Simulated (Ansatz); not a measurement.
Total density of states per atom from plane-wave PAW PBE (Ansatz code), in 0.25 eV bins, energy from the valence-band maximum:

```tsv
E (eV)	states/eV/atom
-7.85	0.00
-7.60	0.00
-7.35	0.00
-7.10	0.89
-6.85	8.40
-6.60	8.74
-6.35	1.97
-6.10	0.00
-5.85	0.00
-5.60	0.10
-5.35	0.67
-5.10	0.82
-4.85	0.72
-4.60	0.39
-4.35	0.33
-4.10	0.24
-3.85	0.21
-3.60	0.35
-3.35	0.69
-3.10	0.78
-2.85	0.76
-2.60	0.90
-2.35	0.90
-2.10	0.98
-1.85	0.86
-1.60	0.74
-1.35	0.48
-1.10	0.37
-0.85	0.18
-0.60	0.15
-0.35	0.23
-0.10	0.17
0.15	0.00
0.40	0.00
0.65	0.00
0.90	0.00
1.15	0.00
1.40	0.01
1.65	0.02
1.90	0.03
2.15	0.11
2.40	0.23
2.65	0.32
2.90	0.61
3.15	0.76
3.40	0.70
3.65	0.56
3.90	0.66
4.15	0.48
4.40	0.51
4.65	0.48
4.90	0.65
5.15	0.70
5.40	0.62
5.65	0.71
```

Question: Which compound is it?
A) Ti4SnS8, P-3m1 (Pearson symbol hP13)
B) Zn4TeS3, P-4m2 (Pearson symbol tP8)
C) MoS, CsCl type
D) TePd, CsCl type

Answer: B, Zn4TeS3, P-4m2 (Pearson symbol tP8). Top 1 eV of the valence band: Te 5p 73 %, S 3p 18 %. Bottom 1 eV of the conduction band: Zn 4s 51 %, S 3s 17 %, S 3p 12 %, outside the projected shells 10 %. Projections are on Löwdin-orthogonalised atomic valence shells; empty p or d shells of many metals are not among them.

The start of the workflow was typed in or built on a structure type; neither database checked (COD, Materials Project) lists it. Its standing as an ambient phase is unchecked. The PBE relaxation kept the symmetry of its start; whether a distortion lowers the energy is not shown. Scalar-relativistic: spin–orbit coupling is off unless named, which matters more the heavier the elements.

Potentials: the earlier of the program's two PAW sets.
